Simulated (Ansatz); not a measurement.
# What DFT gives for CdF2

```
Cd F
1.0
     0.00000    2.69688    2.69688
     2.69688    0.00000    2.69688
     2.69688    2.69688    0.00000
Cd F
1 2
Cartesian
  0.0000 0.0000 0.0000
  1.3484 1.3484 1.3484
  4.0453 4.0453 4.0453
```

The numbers come from plane-wave PAW DFT (Ansatz): PBE, no spin polarisation, 420 eV, 8×8×8 Γ-centred k points, fermi-dirac occupations (width 0.1 eV). Nothing was relaxed.

Band edges: Within 0.7 eV of the edges, the states project mainly on F p (87 %) and Cd d (13 %) below the gap and on Cd s (77 %) and F s (16 %) above it.
Formation energy: -2.17 eV an atom against the elements' usual phases (free molecules for gases, crystals otherwise, with no correction for O₂ or N₂), so it is bound against them; other compounds may still compete. Relaxing would lower it.
Electronic structure: The gap is 3.09 eV, indirect (the least direct gap found is 3.59 eV). A semilocal functional usually gives too small a gap.
Forces: The forces vanish by the symmetry of the sites.

Origin: a database entry at a rescaled volume.
